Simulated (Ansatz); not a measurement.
**Is this Ni result the lowest state?**

System: Ni, a measured crystal structure (space group Fm-3m, primitive cell doubled); the cell holds 2 atoms. Source: COD entry 9012966; it may be a high-temperature, high-pressure or metastable form.

Computed with DFT, PBE, PAW, plane waves, scalar-relativistic in Ansatz development build ahead of 0.2.0.

```yaml
crystal:
  lattice:
    - [3.517, 1.7585, 1.7585]
    - [1.7585, 3.517, 1.7585]
    - [1.7585, 1.7585, 3.517]
  atoms:
    - { symbol: Ni, position: [0.0, 0.0, 0.0], spin: 2.0 }
    - { symbol: Ni, position: [0.5, 0.5, 0.5], spin: -2.0 }
magnetization:
  spin_polarized: true
hamiltonian:
  xc: pbe
  pseudopotentials: { kind: paw }
basis:
  ecutwfc: 420
kpoints:
  mp_grid: { grid: [13, 13, 13] }
scf:
  occupations: { method: gaussian, width: 0.1 }
  lower_state_search: "off"
output:
  forces: true
  stress: true
```

Wall time and machine: 6.5 s on 2 threads of Arm Neoverse V1 (shared host), peak memory 0.41 GiB.

The end of the output:

```
SCF converged after 12 iterations
Magnetization: 0.0000 μB (18.0000 up, 18.0000 down)
Absolute magnetization: 0.6147 μB (∫|ρ↑−ρ↓|, with the PAW one-centre terms)
Spin contamination: 0.2263 ħ² per cell (⟨S²⟩ above its minimum at these occupations)
Per-site moments (μB) at R_I (Å): [(0.3000, 1.0258), (-0.3000, 1.0258)]
Free energy (F): -11679.343546 eV
Harris-Foulkes:  -11679.343546 eV  (|F-HF|=2.36e-11)
Internal energy: -11679.314932 eV  (E = F + TS)
E sigma→0 (E₀):  -11679.329239 eV
Entropy (-TS):   -0.028614 eV (-14.307 meV/atom)
Fermi energy:    18.032080 eV
--- Forces (eV/Å), atoms counted from 1 ---
  atom   1  Ni    -0.00000000     0.00000000    -0.00000000
  atom   2  Ni     0.00000000    -0.00000000     0.00000000
--- Stress (GPa, compression-positive) ---
       -0.460172       0.344199       0.344199
        0.344199      -0.460172       0.344199
        0.344199       0.344199      -0.460172
  P = ⅓ Tr σ = -0.4602 GPa (-4.602 kbar)
```

A small moment in a metal is sensitive to the mesh and the smearing.

Site moments are taken inside atomic spheres and don't add up to the total.

Question: Has the SCF ended in the lowest solution? If not, by how much is it too high?

Answer: No. A state 54.5 meV/atom (0.109 eV per cell) lower exists in this cell: ferromagnetic, site moments Ni1 0.68, Ni2 0.68 μB, total 1.28 μB per cell, no gap on the k-mesh. It was reached from: parallel moments, default search for lower states [Ni1 2.00, Ni2 2.00 μB]; usual moments times 0.4, signs ++, plain SCF [Ni1 0.80, Ni2 0.80 μB]. The wrong state matters: the pressure is 0.2 GPa there against -0.5 GPa here. States within about 5 meV/atom are too close for this mesh, smearing and search to settle their order. This multiple of the primitive cell fits some opposed orders; other multiples fit others. “Lowest” means lowest among the runs made in this cell.
